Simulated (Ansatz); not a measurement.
GaP:
```cif
data_Ga4P4
_chemical_formula_sum 'Ga4 P4'
_space_group_name_H-M_alt 'F-43m'
_space_group_IT_number 216
_space_group_name_Hall 'F -4 2 3'
_cell_length_a 5.45162
_cell_length_b 5.45162
_cell_length_c 5.45162
_cell_angle_alpha 90.000
_cell_angle_beta 90.000
_cell_angle_gamma 90.000
loop_
_atom_site_label
_atom_site_type_symbol
_atom_site_symmetry_multiplicity
_atom_site_Wyckoff_symbol
_atom_site_fract_x
_atom_site_fract_y
_atom_site_fract_z
_atom_site_occupancy
Ga1 Ga 4 a 0.00000 0.00000 0.00000 1
P1 P 4 c 0.25000 0.25000 0.25000 1
```
(The calculation used a cell of 2 atoms; values per cell refer to that cell.)

Relaxed with r²SCAN.

Q: Which orbitals make up the states near the band edges in DFT-r²SCAN in the program Ansatz with PAW potentials?

A: Top 1 eV of the valence band: P 3p 79 %, Ga 4p 18 %. Bottom 1 eV of the conduction band: Ga 4p 32 %, Ga 4s 22 %, P 3p 19 %, P 3s 15 %, outside the projected shells 12 %. Projections are on Löwdin-orthogonalised atomic valence shells; empty p or d shells of many metals are not among them.

Q: Tabulate the density of states.

A: States/eV per cell of 2 atoms, in 0.25 eV bins, energy from the valence-band maximum.

| E (eV) | total | P 3p | Ga 4p | Ga 4s |
|---|---|---|---|---|
| -7.85 | 0.00 | 0.00 | 0.00 | 0.00 |
| -7.60 | 0.00 | 0.00 | 0.00 | 0.00 |
| -7.35 | 0.00 | 0.00 | 0.00 | 0.00 |
| -7.10 | 0.00 | 0.00 | 0.00 | 0.00 |
| -6.85 | 0.40 | 0.19 | 0.01 | 0.18 |
| -6.60 | 2.17 | 1.01 | 0.19 | 0.87 |
| -6.35 | 1.18 | 0.55 | 0.12 | 0.42 |
| -6.10 | 0.76 | 0.35 | 0.08 | 0.25 |
| -5.85 | 0.56 | 0.26 | 0.06 | 0.17 |
| -5.60 | 0.46 | 0.21 | 0.05 | 0.13 |
| -5.35 | 0.37 | 0.18 | 0.04 | 0.10 |
| -5.10 | 0.32 | 0.15 | 0.04 | 0.08 |
| -4.85 | 0.28 | 0.13 | 0.03 | 0.07 |
| -4.60 | 0.23 | 0.11 | 0.03 | 0.05 |
| -4.35 | 0.20 | 0.10 | 0.02 | 0.04 |
| -4.10 | 0.42 | 0.24 | 0.11 | 0.04 |
| -3.85 | 1.24 | 0.74 | 0.40 | 0.05 |
| -3.60 | 1.06 | 0.64 | 0.32 | 0.05 |
| -3.35 | 1.02 | 0.62 | 0.30 | 0.06 |
| -3.10 | 1.14 | 0.70 | 0.34 | 0.05 |
| -2.85 | 1.41 | 0.90 | 0.42 | 0.05 |
| -2.60 | 1.54 | 1.00 | 0.45 | 0.04 |
| -2.35 | 1.47 | 0.97 | 0.42 | 0.04 |
| -2.10 | 1.41 | 0.96 | 0.39 | 0.03 |
| -1.85 | 1.37 | 0.95 | 0.36 | 0.03 |
| -1.60 | 1.34 | 0.95 | 0.34 | 0.02 |
| -1.35 | 1.30 | 0.95 | 0.31 | 0.01 |
| -1.10 | 0.96 | 0.72 | 0.21 | 0.01 |
| -0.85 | 0.63 | 0.48 | 0.12 | 0.01 |
| -0.60 | 0.44 | 0.35 | 0.08 | 0.00 |
| -0.35 | 0.28 | 0.23 | 0.04 | 0.00 |
| -0.10 | 0.08 | 0.07 | 0.01 | 0.00 |
| 0.15 | 0.00 | 0.00 | 0.00 | 0.00 |
| 0.40 | 0.00 | 0.00 | 0.00 | 0.00 |
| 0.65 | 0.00 | 0.00 | 0.00 | 0.00 |
| 0.90 | 0.00 | 0.00 | 0.00 | 0.00 |
| 1.15 | 0.00 | 0.00 | 0.00 | 0.00 |
| 1.40 | 0.00 | 0.00 | 0.00 | 0.00 |
| 1.65 | 0.00 | 0.00 | 0.00 | 0.00 |
| 1.90 | 0.05 | 0.01 | 0.02 | 0.01 |
| 2.15 | 0.27 | 0.04 | 0.11 | 0.05 |
| 2.40 | 0.57 | 0.11 | 0.19 | 0.12 |
| 2.65 | 0.88 | 0.18 | 0.26 | 0.20 |
| 2.90 | 1.28 | 0.28 | 0.37 | 0.31 |
| 3.15 | 1.98 | 0.48 | 0.54 | 0.50 |
| 3.40 | 1.60 | 0.42 | 0.43 | 0.38 |
| 3.65 | 1.15 | 0.33 | 0.30 | 0.25 |
| 3.90 | 0.81 | 0.24 | 0.21 | 0.15 |
| 4.15 | 0.85 | 0.20 | 0.30 | 0.11 |
| 4.40 | 0.93 | 0.18 | 0.40 | 0.10 |
| 4.65 | 1.02 | 0.19 | 0.50 | 0.09 |
| 4.90 | 2.49 | 0.49 | 1.24 | 0.14 |
| 5.15 | 1.47 | 0.33 | 0.67 | 0.11 |
| 5.40 | 1.21 | 0.29 | 0.57 | 0.09 |
| 5.65 | 1.07 | 0.25 | 0.51 | 0.06 |
| 5.90 | 1.52 | 0.35 | 0.65 | 0.09 |
| 6.15 | 1.26 | 0.27 | 0.54 | 0.06 |
| 6.40 | 1.16 | 0.24 | 0.49 | 0.05 |
| 6.65 | 1.36 | 0.29 | 0.56 | 0.07 |

Symmetry was held in the r²SCAN relaxation. Spin–orbit coupling is left out wherever it is not named.

Potentials: the earlier of the program's two PAW sets.
